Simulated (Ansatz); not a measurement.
A plane-wave DFT run in Ansatz 0.2.0 (scalar-relativistic PAW potentials unless the input names others): input and command.

```yaml
crystal:
  lattice:
    - [3.0565707361, 0.0, 0.0]
    - [-1.5282853681, 2.6470679059, 0.0]
    - [0.0, 0.0, 12.8574477142]
  atoms:
    - { symbol: Ti, position: [0.6666666667, 0.3333333333, 0.5892892299] }
    - { symbol: Ti, position: [0.3333333333, 0.6666666667, 0.4107107701] }
    - { symbol: Ti, position: [0.3333333333, 0.6666666667, 0.0892892299] }
    - { symbol: Ti, position: [0.6666666667, 0.3333333333, 0.9107107701] }
    - { symbol: Ge, position: [0.6666666667, 0.3333333333, 0.25] }
    - { symbol: Ge, position: [0.3333333333, 0.6666666667, 0.75] }
    - { symbol: C, position: [0.0, 0.0, 0.5] }
    - { symbol: C, position: [0.0, 0.0, 0.0] }
basis:
  ecutwfc: 420
  ecutrho_ratio: 12
kpoints:
  mp_grid: { grid: [12, 12, 4] }
hamiltonian:
  xc: pbesol
scf:
  occupations: { method: gaussian, width: 0.1 }
output:
  forces: true
  eigenvalues: true
  stress: true
```

```bash
ansatz run input.yaml --threads 1 --pin off --max-ram 2560MiB --backend cpu --events-out ev --progress --plain --runs-dir out
```

Abridged log:
```
Pseudopotentials: kind: paw
Pseudopotential: Ti, paw, valence charge 12, recommended cutoff 420 eV (normal)
Pseudopotential: Ge, paw, valence charge 14, recommended cutoff 420 eV (normal)
Pseudopotential: C, paw, valence charge 4, recommended cutoff 420 eV (normal)
Functional definition: PBEsol
Crystal: 8 atoms, lattice volume = 104.029 Å³
Basis set: ecut = 420 eV, 2023 PW (Γ), exchange–correlation on 72×72×300 points (8 copies of the dense FFT grid, shifted against one another)
Bands: 51, of which v1, the nominal top of the filled ones, is band 42 counted from 1 (41 counted from 0)
Symmetry: 24 space group operations
Space group: P63/mmc (ITA 194), of the structure as read, at distance tolerance 4.7e-5 Å
k-points: 57 of 576
Initial density: superposition of atomic densities (neutral atoms: chi_scale 0, normalization atom), corrected by the library's trained network
Initial wavefunctions: pseudopotential atomic-orbital guess
Functional: x = pbesol(κ = 0.804, μ = 0.12345679), c = pbesol(β = 0.046)
SCF iter   1: F=—  HF=-18903.240616 eV  |F-HF|=—  |Δ(HF+E_count)|=         —  Δρ=5.36e-3  dr2=2.52e-2  ethr=1.77e-3  ⟨swp⟩=5.2  Hψ=11010  notcnv=0
SCF iter   2: F=—  HF=-18903.233329 eV  |F-HF|=—  |Δ(HF+E_count)|=   7.29e-3  Δρ=2.69e-3  dr2=8.40e-3  ethr=2.99e-5  ⟨swp⟩=2.6  Hψ=4810  notcnv=0
SCF iter   3: F=—  HF=-18903.231251 eV  |F-HF|=—  |Δ(HF+E_count)|=   2.08e-3  Δρ=6.93e-4  dr2=1.73e-3  ethr=1.00e-5  ⟨swp⟩=2.0  Hψ=3631  notcnv=0
SCF iter   4: F=—  HF=-18903.230960 eV  |F-HF|=—  |Δ(HF+E_count)|=   2.91e-4  Δρ=2.65e-4  dr2=3.65e-4  ethr=2.06e-6  ⟨swp⟩=2.0  Hψ=4089  notcnv=0
SCF iter   5: F=—  HF=-18903.230864 eV  |F-HF|=—  |Δ(HF+E_count)|=   9.62e-5  Δρ=9.87e-5  dr2=1.66e-5  ethr=4.34e-7  ⟨swp⟩=2.0  Hψ=4216  notcnv=0
SCF iter   6: F=—  HF=-18903.230867 eV  |F-HF|=—  |Δ(HF+E_count)|=   2.68e-6  Δρ=3.20e-5  dr2=1.26e-6  ethr=1.97e-8  ⟨swp⟩=2.0  Hψ=3644  notcnv=0
SCF iter   7: F=—  HF=-18903.230867 eV  |F-HF|=—  |Δ(HF+E_count)|=   1.40e-7  Δρ=8.82e-6  dr2=1.11e-7  ethr=1.49e-9  ⟨swp⟩=2.0  Hψ=3520  notcnv=0
SCF iter   8: F=-18903.230867 eV  HF=-18903.230867 eV  |F-HF|=3.31e-9  |Δ(HF+E_count)|=   2.44e-8  Δρ=1.59e-6  dr2=4.86e-9  ethr=1.19e-10  ⟨swp⟩=8.4  Hψ=10270  notcnv=0
SCF 1 converged in 8 iterations: F = -18903.230867 eV  dr2 = 4.86e-9
SCF converged after 8 iterations
Free energy (F): -18903.230867 eV
Harris-Foulkes:  -18903.230867 eV  (|F-HF|=3.31e-9)
Internal energy: -18903.213972 eV  (E = F + TS)
E sigma→0 (E₀):  -18903.222419 eV
Entropy (-TS):   -0.016894 eV (-2.112 meV/atom)
Fermi energy:    14.394304 eV
--- Forces (eV/Å), atoms counted from 1 ---
  atom   1  Ti     0.00000000     0.00000000    -0.00323935
  atom   2  Ti     0.00000000     0.00000000     0.00323935
  atom   3  Ti     0.00000000     0.00000000    -0.00323935
  atom   4  Ti     0.00000000     0.00000000     0.00323935
  atom   5  Ge     0.00000000     0.00000000     0.00000000
  atom   6  Ge     0.00000000     0.00000000     0.00000000
  atom   7  C      0.00000000     0.00000000     0.00000000
  atom   8  C      0.00000000     0.00000000     0.00000000
--- Stress (GPa, compression-positive) ---
       -0.025464       0.000000       0.000000
        0.000000      -0.025464       0.000000
        0.000000       0.000000      -0.012520
  P = ⅓ Tr σ = -0.0211 GPa (-0.211 kbar)
```

Apart from outputs, empty bands and the relaxation, which only the reference makes, the input differs from a reference run on usual settings in basis.ecutrho_ratio: not typed → 12. The reference, at the same geometry, ended its own course with pressure -0.02 GPa, largest force 0.003 eV/Å, no gap on the mesh. This run converged in 8 SCF iterations with an energy at zero smearing within 0.01 meV/atom of the reference's, pressure -0.02 GPa, largest force 0.003 eV/Å, no gap on the mesh.

Time: 18 s on 1 thread of Arm Neoverse V1, on a shared host, peak memory 0.67 GiB.